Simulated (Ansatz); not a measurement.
GeS:
```
CELL_PARAMETERS angstrom
      4.64411     0.00000     0.00000
      0.00000     4.64411     0.00000
      0.00000     0.00000     4.32613
ATOMIC_POSITIONS crystal
  Ge 0.50000 0.00000 0.24621
  Ge 0.00000 0.50000 0.75379
  S  0.00000 0.00000 0.00000
  S  0.50000 0.50000 0.00000
```

Relaxed with PBE. Special points in fractions of this cell's reciprocal vectors: Γ (0.000, 0.000, 0.000); X (0.000, 0.500, 0.000); M (0.500, 0.500, 0.000); Z (0.000, 0.000, 0.500); R (0.000, 0.500, 0.500); A (0.500, 0.500, 0.500).

List the band energies nearest the valence-band maximum at these points for PBE in the plane-wave PAW code Ansatz.

In eV from the valence-band maximum; about four levels below and three above (degenerate sets whole), none deeper than 8.9 eV; points with the same levels are listed once.

| k | below | above |
|---|---|---|
| Γ | -1.85 -1.85 -1.42 -1.03 | 1.04 2.65 4.28 4.28 |
| X | -2.47 -2.47 -0.66 -0.66 | 2.20 2.20 5.02 5.02 |
| M | -1.05 -1.05 -0.29 -0.29 | 1.88 1.88 3.58 3.58 |
| Z | -1.88 -1.88 -1.86 -1.77 | 1.35 1.90 2.02 2.02 |
| R | -3.62 -3.62 -0.49 -0.49 | 2.90 2.90 3.35 3.35 |
| A | -2.75 -2.75 -0.23 -0.23 | 4.02 4.02 4.67 4.67 |

Space group P4/nmm. The cell is a constructed one: a structure type filled with these elements; neither database checked (COD, Materials Project) lists it. COD files the formula under space group No. 62, so this cell is another polymorph or a model. Its standing as an ambient phase is unchecked. The cell was relaxed with PBE under the symmetry of its start; whether a distortion lowers the energy is not shown. A crystal of weakly bound layers computed without a dispersion correction: the cell and the soft elastic constants depend strongly on that. Spin–orbit coupling is left out wherever it is not named.

Potentials: the later of the program's two PAW sets.
